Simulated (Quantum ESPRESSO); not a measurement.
AlNGe6, a curve over one atom's position

A calculation, not a measurement. The program is pw.x of Quantum ESPRESSO 7.5 (plane-wave density functional theory). The cell is made up: 8 atoms on a zincblende/diamond lattice, with randomly drawn elements, strain and displacements, not relaxed. PseudoDojo standard norm-conserving files (v0.5 for PBE, v0.4.1 for LDA and PBEsol) set the functional; there is no spin polarisation, spin-orbit coupling or dispersion term, and the masses in the input are unused placeholders.

Seven runs move atom 8 (Ge, counted in the order of the input) along x and keep all else fixed.

Input of the run at +0.0438:

```
&control calculation='scf', pseudo_dir='./dojo.nc.sr.pbe.v0_5.standard.upf', outdir='./o', disk_io='medium', tprnfor=.true., tstress=.true. /
&system ibrav=0, nat=8, ntyp=3, nbnd=56, ecutwfc=84.00895049, nosym=.true., tot_charge=0,
 occupations='smearing', smearing='fd', degauss=0.0073498644
/
&electrons conv_thr=7.350e-09, electron_maxstep=60, /
ATOMIC_SPECIES
Al 1.0 Al.upf
Ge 1.0 Ge.upf
N 1.0 N.upf
CELL_PARAMETERS angstrom
5.7302 -0.0342 -0.0495
-0.0342 5.6989 -0.0138
-0.0495 -0.0138 5.788
ATOMIC_POSITIONS angstrom
Al -0.0101 0.1709 0.1897
N -0.0601 2.7797 2.8833
Ge 2.9351 -0.098 3.0899
Ge 2.7697 2.774 -0.067
Ge 1.4796 1.3221 1.3661
Ge 1.1644 4.1769 4.3837
Ge 4.3393 1.3959 4.3654
Ge 4.2125 4.1571 1.2569
K_POINTS automatic
6 6 6 1 1 1
```

| shift of atom 8 along x (Å) | free energy less that of the input shown (eV) | Fx on atom 8 (eV/Å) | Fy on atom 8 (eV/Å) | Fz on atom 8 (eV/Å) | pressure (GPa) | iterations |
| --- | --- | --- | --- | --- | --- | --- |
| -0.1475 | 0.2795 | 2.124 | 1.353 | 1.995 | -2.37 | 11 |
| -0.1059 | 0.1970 | 1.840 | 1.105 | 1.956 | -2.52 | 10 |
| +0.0438 | 0.0000 | 0.788 | 0.212 | 1.928 | -2.92 | 11 |
| +0.0866 | -0.0273 | 0.487 | -0.047 | 1.950 | -2.98 | 11 |
| +0.1438 | -0.0438 | 0.092 | -0.397 | 1.998 | -3.04 | 11 |
| +0.1784 | -0.0429 | -0.141 | -0.611 | 2.037 | -3.06 | 11 |

Question: one run is left out of the table, at -0.0884. Estimate its Fx on atom 8 (eV/Å).

Answer: 1.718. The whole row:

| shift of atom 8 along x (Å) | free energy less that of the input shown (eV) | Fx on atom 8 (eV/Å) | Fy on atom 8 (eV/Å) | Fz on atom 8 (eV/Å) | pressure (GPa) | iterations |
| --- | --- | --- | --- | --- | --- | --- |
| -0.0884 | 0.1658 | 1.718 | 1.001 | 1.944 | -2.58 | 10 |

A cubic fit gives dFx/dx = -7.07 eV/Å² at zero shift. Across the table the free energy follows the integral of the force to within 0.1 meV. A rerun of one of the cells at 1437 eV and a 8 x 8 x 8 mesh moved values by no more than 0.004 eV in energy, 0.02 GPa in stress and 0.006 eV/Å in force.